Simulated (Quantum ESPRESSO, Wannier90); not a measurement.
# Wannierisation of Te (C2/m)

```xyz
3
Lattice="3.8203 -2.1482 0.0000 3.8203 2.1482 0.0000 -0.0943 0.0000 5.9761" Properties=species:S:1:pos:R:3 pbc="T T T"
Te    -2.3324     0.0000    -2.0248
Te     2.3324     0.0000     2.0248
Te     0.0000     0.0000     0.0000
```

Materials Project entry mp-570459; symmetrised, unrelaxed at this level. Not found in the COD (Crystallography Open Database) copy used, which has the formula in other groups; not checked further. Computed values, not measurements, from LDA: Quantum ESPRESSO (norm-conserving PseudoDojo potentials, cutoff 66 Ry, no spin polarisation, no spin-orbit coupling) on a Γ-centred 8×8×6 mesh, then Wannier90. Density: 8×8×6 mesh, cold smearing 0.01 Ry. Spin-orbit coupling is left out although heavy elements are present.

A tight-binding model is made by disentanglement and projection with no localisation steps (num_iter = 0), so the 12 orbitals stay atom-like: hydrogen-like Te: s;p, axes along x, y, z; frozen window up to 1.50 eV relative to the Fermi level. It follows pw.x to 2.1 meV rms for states up to 1.0 eV relative to the Fermi level. Matrix elements depend on this choice of orbitals and windows.

### Question
What are the on-site energies relative to the Fermi level, and how fast do the hoppings decay?

### Answer
| atom | orbitals | energy (eV) |
|---|---|---|
| Te1 | s | -10.86 |
| Te1 | pz | -1.63 |
| Te1 | px py | -1.70 |
| Te2 | s | -10.86 |
| Te2 | pz | -1.63 |
| Te2 | px py | -1.70 |
| Te3 | s | -10.68 |
| Te3 | pz | -1.48 |
| Te3 | px py | -1.53 |

| distance of the centres (Å) | largest modulus (eV) |
|---|---|
| 2–3 | 0.26 |
| 3–4 | 1.1 |
| 4–5 | 0.27 |
| 5–6 | 0.046 |
| 6–7 | 0.15 |
| 7–8 | 0.018 |
| 8–9 | 0.011 |
| 9–10 | 0.039 |
| 10–11 | 0.0067 |
| 11–12 | 0.0020 |
| 12–13 | 0.012 |
